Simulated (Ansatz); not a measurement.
P:
```xyz
2
Lattice="0.0000 2.7156 2.7156 2.7156 0.0000 2.7156 2.7156 2.7156 0.0000" Properties=species:S:1:pos:R:3 pbc="T T T"
P      0.0000     0.0000     0.0000
P      1.3578     1.3578     1.3578
```

Relaxed with r²SCAN.

Question: Map the electron localisation function on the plane through (0.000, 0.000, 0.000) spanned by u = [1, 0, 0] and v = [-1, 1, 1] in lattice vectors, from plane-wave PAW r²SCAN (Ansatz code).

Answer: x is the fraction of u, y of v (the angle between them is 90°; rows are the nearest grid lines); atoms in the plane: P at (0.00, 0.00), P at (0.50, 0.25).
```
|  .#@%*+====+*%@#.  |
|  :#%%*-::::-*%%#:  |
|.:+%%#+-....-+#%%+:.|
|%%%%#+-.    .-+#%%%%|
|###*+-:.    .:-+*###|
|+++=-:.      .:-=+++|
|--::..        ..::--|
|....            ....|
|..                ..|
|                    |
|       ......       |
|     ..::::::..     |
|    .:-==++==-:.    |
|   .:=+*####*+=:.   |
|  .:=*#%%%%%%#*=:.  |
|..:=*%%#+::+#%%*=:..|
|.::=#%%+    +%%#=::.|
|--=+#%%=    =%%#+=--|
|+++*#@@*    *@@#*+++|
|####%@@@=  =@@@%####|
|%@@@%@@@%**%@@@%@@@%|
|.-%@@%%%%%%%%%%@@%-.|
|  -@@%#******#%@@-  |
|  .#@%*+====+*%@#.  |
```
Scale: ten equal steps from -0.001 (start of ' ') to 0.863 (end of '@'), in the order ' .:-=+*#%@'; x runs from 0.000 to 1.00, y from 0.000 (bottom) to 1.00 (top).

The density is the valence pseudo-density with augmentation charge, so density and ELF within about 1 Å of a nucleus are not all-electron values.

Space group Fd-3m (diamond). The start of the workflow was typed in or built on a structure type; neither database checked (COD, Materials Project) lists it. It is not the phase usual at ambient conditions (space group No. 64). The r²SCAN relaxation kept the symmetry of its start. At this level the phase is mechanically unstable.

Potentials: the later of the program's two PAW sets.
